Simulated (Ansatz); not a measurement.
Rh (fcc (Cu type), Fm-3m) at seven volumes, the program Ansatz at the PBEsol level (PAW), scaled uniformly. One row is withheld.

| V (Å³/atom) | P (GPa) |
|---|---|
| 12.287 | 35.42 |
| 12.692 | 21.41 |
| 13.097 | 9.73 |
| 13.502 | 0.00 |
| 13.907 | ? |
| 14.312 | -14.83 |
| 14.717 | -20.41 |

**Question.** Fit the shown pressures and predict the withheld one.

**Answer.** P = (3/2)B₀(x^(7/2) − x^(5/2))[1 + (3/4)(B′ − 4)(x − 1)] with x = (V₀/V)^(2/3). Least squares on the six rows gives V₀ = 13.502 Å³/atom, B₀ = 295 GPa, B′ = 5.10. At V = 13.907, x = 0.9805 and P = -8.09 GPa. The run itself gave -8.10 GPa.

The PBEsol relaxation kept the symmetry of its start. No spin polarisation was allowed.

Potentials: the later of the program's two PAW sets.
